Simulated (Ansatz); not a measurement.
The following input was run with Ansatz 0.2.0.

```yaml
crystal:
  lattice:
    - [4.6402381084, 0.0, 0.0]
    - [0.0, 4.6402381084, 0.0]
    - [0.0, 0.0, 4.6402381084]
  atoms:
    - { symbol: In, position: [0.5, 0.5, 0.0] }
    - { symbol: In, position: [0.5, 0.0, 0.5] }
    - { symbol: In, position: [0.0, 0.5, 0.5] }
    - { symbol: Sb, position: [0.0, 0.0, 0.0] }
basis:
  ecutwfc: 420
kpoints:
  mp_grid: { grid: [10, 10, 10] }
  band_path:
    path:
      - [[0.0, 0.0, 0.0], [0.0, 0.5, 0.0], [0.5, 0.5, 0.0], [0.0, 0.0, 0.0], [0.5, 0.5, 0.5], [0.0, 0.5, 0.0]]
      - [[0.5, 0.5, 0.5], [0.5, 0.5, 0.0]]
    npoints: 14
hamiltonian:
  xc: pbesol
  dispersion: d3bj
scf:
  occupations: { method: gaussian, width: 0.1 }
  n_extra_bands: 10
output:
  forces: true
  stress: true
  eigenvalues: true
  populations: true
  dos: { projected: true, de: 0.02, nscf_kmesh: { grid: [15, 15, 15] } }
  bader: true
  write_density: true
  write_potential: true
  elf: true
  volumetric_format: npy
```

Command:
```bash
ansatz run input.yaml --threads 1 --pin off --max-ram 2560MiB --backend cpu --events-out ev --progress --plain --runs-dir out
```

Method: DFT PBEsol+D3(BJ), scalar-relativistic, plane waves, PAW in Ansatz 0.2.0.

Abridged output (iterations and final results):

```
SCF iter   1: F=—  HF=-22985.839353 eV  |F-HF|=—  |Δ(HF+E_count)|=         —  Δρ=3.09e-3  dr2=7.70e-3  ethr=1.77e-3  ⟨swp⟩=6.9  Hψ=9220  notcnv=0  defer=57
SCF iter   2: F=—  HF=-22985.831614 eV  |F-HF|=—  |Δ(HF+E_count)|=   7.74e-3  Δρ=1.79e-3  dr2=2.84e-3  ethr=1.43e-5  ⟨swp⟩=2.3  Hψ=3672  notcnv=0  defer=67
SCF iter   3: F=—  HF=-22985.830657 eV  |F-HF|=—  |Δ(HF+E_count)|=   9.57e-4  Δρ=6.73e-4  dr2=2.87e-4  ethr=5.26e-6  ⟨swp⟩=2.0  Hψ=3442  notcnv=0  defer=67
SCF iter   4: F=—  HF=-22985.830528 eV  |F-HF|=—  |Δ(HF+E_count)|=   1.29e-4  Δρ=1.95e-4  dr2=6.17e-5  ethr=5.31e-7  ⟨swp⟩=2.0  Hψ=3432  notcnv=0  defer=67
SCF iter   5: F=—  HF=-22985.830515 eV  |F-HF|=—  |Δ(HF+E_count)|=   1.34e-5  Δρ=1.13e-4  dr2=1.43e-5  ethr=1.14e-7  ⟨swp⟩=2.0  Hψ=3104  notcnv=0  defer=67
SCF iter   6: F=—  HF=-22985.830510 eV  |F-HF|=—  |Δ(HF+E_count)|=   4.85e-6  Δρ=1.93e-5  dr2=5.24e-7  ethr=2.64e-8  ⟨swp⟩=2.1  Hψ=3169  notcnv=0  defer=67
SCF iter   7: F=-22985.830510 eV  HF=-22985.830510 eV  |F-HF|=2.94e-8  |Δ(HF+E_count)|=   1.89e-7  Δρ=5.62e-6  dr2=3.60e-8  ethr=1.85e-10  ⟨swp⟩=14.1  Hψ=16154  notcnv=0
SCF 1 converged in 7 iterations: F = -22985.830510 eV  dr2 = 3.60e-8
SCF converged after 7 iterations
Free energy (F): -22985.830510 eV
Harris-Foulkes:  -22985.830510 eV  (|F-HF|=2.94e-8)
Internal energy: -22985.816288 eV  (E = F + TS)
E sigma→0 (E₀):  -22985.823399 eV
Entropy (-TS):   -0.014222 eV (-3.556 meV/atom)
Fermi energy:    11.171718 eV
--- Per-component energies (eV) ---
  E_band       = -179.836043
  E_kinetic    = 934.892567
  E_local      = -4537.917460  (includes V_loc(G=0)·N_el)
  E_nonlocal   = 1466.210562
  E_hartree    = 1872.635638
  E_xc         = -781.993681
  E_vxc        = -400.835527  (∫ρ·V_xc dr)
  E_paw        = -16742.488315  (= ΣΔE_a)
  E_vpaw       = -1387.445610  (= ΣTr[D̂ρ^β])
  E_aug_tail   = 0.000074  (compensation charges beyond the density's cutoff)
  E_ewald      = -5196.529355
  E_disp       = -1.665883  (pairwise vdW)
  E_core_change = 1.039565  (= ΣΔE_core)
  E_smearing   = -0.014222  (= −TS)
--- Forces (eV/Å), atoms counted from 1 ---
  atom   1  In     0.00000000     0.00000000     0.00000000
  atom   2  In     0.00000000     0.00000000     0.00000000
  atom   3  In     0.00000000     0.00000000     0.00000000
  atom   4  Sb     0.00000000     0.00000000     0.00000000
--- Stress (GPa, compression-positive) ---
       -0.011572       0.000000       0.000000
        0.000000      -0.011572       0.000000
        0.000000       0.000000      -0.011572
  P = ⅓ Tr σ = -0.0116 GPa (-0.116 kbar)
--- Band table (eV; the first three rows and the last of 56) ---
  k-point 0: bands = ["-17.6977", "-17.6977", "-17.6977", "-17.6977", "-17.6977", "-3.5598", "-3.5419", "-3.5419", "-3.5419", "-3.3794", "-3.3794", "-3.2098", "-3.2098", "-3.2098", "-3.1133", "-3.1133", "-3.0187", "-2.9675", "-2.9675", "-2.9675", "-0.0436", "5.9482", "7.8836", "7.8836", "7.8836", "8.9792", "8.9792", "13.6352", "13.6352", "13.6352", "15.2178", "15.2178", "15.2178", "17.6715", "18.1303", "18.1303", "18.1303"]
  k-point 1: bands = ["-17.6977", "-17.6977", "-17.6977", "-17.6976", "-17.6975", "-3.5489", "-3.5395", "-3.5304", "-3.5304", "-3.3778", "-3.3709", "-3.2122", "-3.2115", "-3.2115", "-3.1211", "-3.1132", "-3.0255", "-2.9827", "-2.9827", "-2.9675", "0.0186", "5.6318", "7.5077", "7.9688", "7.9688", "9.0276", "9.8152", "13.3551", "13.4602", "13.4602", "14.7219", "15.0254", "15.0254", "17.9390", "18.1728", "18.4600", "18.6910"]
  k-point 2: bands = ["-17.6977", "-17.6977", "-17.6976", "-17.6976", "-17.6970", "-3.5331", "-3.5182", "-3.4966", "-3.4966", "-3.3733", "-3.3469", "-3.2188", "-3.2162", "-3.2162", "-3.1440", "-3.1129", "-3.0450", "-3.0259", "-3.0259", "-2.9674", "0.2013", "4.8444", "7.3146", "8.2187", "8.2187", "9.1682", "11.1516", "12.8470", "12.8470", "12.8567", "13.8176", "14.9808", "14.9808", "18.2230", "18.2984", "19.4127", "19.7343"]
  k-point 55: bands = ["-17.6985", "-17.6985", "-17.6985", "-17.6947", "-17.6947", "-3.5363", "-3.4271", "-3.4271", "-3.4271", "-3.3738", "-3.3738", "-3.3738", "-3.1713", "-3.1713", "-3.1713", "-3.1608", "-3.1608", "-3.0097", "-3.0097", "-3.0097", "2.5463", "6.6117", "6.6117", "6.6117", "6.6592", "6.6592", "6.6592", "7.5698", "17.1205", "17.1205", "17.1205", "19.7618", "19.7618", "19.7618", "19.9110", "19.9110", "21.8104"]
--- Löwdin populations: 4 sites ---
  site symbol q [e]
     0     In     13.0427
     1     In     13.0427
     2     In     13.0427
     3     Sb     14.7561
  spilling = 0.002143 (of n_electrons = 54.000000)
--- Bader charges: 4 sites ---
  site symbol charge [e]  shift [e]
     0     In      0.1268     0.0000
     1     In      0.1268     0.0000
     2     In      0.1268     0.0000
     3     Sb     -0.3805     0.0000
  estimated error of the sums over rays = 2.9e-4 e
```

Self-consistency was reached.

The run took 46 s on 1 thread of Intel(R) Xeon(R) Platinum 8488C (Sapphire Rapids), with other jobs on the host, peak memory 0.56 GiB.